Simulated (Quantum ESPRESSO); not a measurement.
```cif
data_AlGaP2
_chemical_formula_sum 'Al1 P2 Ga1'
_space_group_name_H-M_alt 'P 1'
_space_group_IT_number 1
_cell_length_a 3.78352
_cell_length_b 3.78352
_cell_length_c 5.54911
_cell_angle_alpha 90.000
_cell_angle_beta 90.000
_cell_angle_gamma 90.000
loop_
_space_group_symop_operation_xyz
  'x, y, z'
loop_
_atom_site_label
_atom_site_type_symbol
_atom_site_fract_x
_atom_site_fract_y
_atom_site_fract_z
_atom_site_occupancy
Al1 Al 0.50000 0.50000 0.50000 1
P1 P 0.00000 0.50000 0.24932 1
P2 P 0.50000 0.00000 0.75068 1
Ga1 Ga 0.00000 0.00000 0.00000 1
```

The PBEsol cell relaxed from Materials Project entry mp-1228888 was given a biaxial strain of -2 % along x and y, z relaxed, and the atoms were relaxed again.

Question: What does PBEsol (Quantum ESPRESSO, PseudoDojo norm-conserving, 80 Ry, no spin-orbit coupling) give for the electronic structure near the Fermi level?

Answer: The PBEsol gap is indirect, 1.26 eV, from Γ to 9 % of the way from M to Γ; the smallest direct gap is 1.58 eV. Spin-orbit splittings are left out.

The structure is a Materials Project entry; no match was found in the copy of COD used, and its stability was not checked.
